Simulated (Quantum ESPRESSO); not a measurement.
## Strain and stress in HfTa4Y3

Calculated results; nothing here was measured. They come from Quantum ESPRESSO 7.5, a public plane-wave density functional program. Each row is one single-point run on a made-up periodic cell of eight metal atoms, with elements, volume, strain and displacements drawn at random and not relaxed, so a cell may be unstable or far from any real phase. There is no spin polarisation or spin-orbit coupling.

Settings: PBE unless stated; PseudoDojo standard norm-conserving files; Fermi-Dirac width 0.25 eV, which means electrons at about 2900 K; cutoff 980 eV; 7 x 4 x 3 k mesh shifted half a step off Gamma. E is the free energy of the whole cell (internal energy minus TS), so a -TS column is already part of it. Stress is positive in tension, and the pressure P is minus a third of its trace.

Checks: one run of this series was repeated at a higher cutoff and on a denser mesh, which moved values by no more than 0.004 eV, 0.05 GPa and 0.003 eV/Å, and a second program with other atomic files agreed on it to 2 % rms in force and 0.5 GPa in pressure. Known limits: heavy elements are run without spin-orbit coupling, which real alloys of them have; a spin test at this wide smearing found no moment, but such smearing suppresses magnetism that the real alloy may have.

The lattice is hexagonal close-packed, and the cell vectors in Å are (3.307, 0.000, 0.000); (1.654, -2.864, -5.371); (1.653, 8.591, -5.371), a volume of 203.46 Å³ in run 4. The elements on sites 1 to 8 are Hf Ta Ta Y Ta Y Ta Y. Each run adds a shear e (the xy component of the symmetric strain tensor) to one drawn cell, with the atoms carried along. E is counted from run 4.

```
run,e (%),s_xx (GPa),s_yy (GPa),s_zz (GPa),s_xy (GPa),P (GPa),E (meV)
1,-1.63,9.92,8.39,7.61,-0.30,-8.64,-4.9
2,-1.17,?,?,?,?,?,?
3,-0.76,9.97,8.44,7.60,0.07,-8.67,-5.2
4,-0.01,9.98,8.44,7.60,0.39,-8.67,0.0
5,0.63,9.98,8.41,7.62,0.66,-8.67,7.9
6,1.76,9.93,8.29,7.66,1.12,-8.63,30.4
7,2.17,9.90,8.23,7.68,1.28,-8.60,40.9
```

## Worked fit

A parabola through the runs shown gives s_xy = 0.40 + 0.420 e - 0.005 e² GPa with e in per cent, an error of 0.001 on the linear term and a scatter of 0.00 GPa. The atoms are clamped and the cell is already under stress, so the slope belongs to this path and is not an elastic constant of a real alloy.

## Withheld run

Question: what s_xy should run 2 give?

The fit gives -0.10 ± 0.01 GPa. The calculation gave -0.11 GPa.
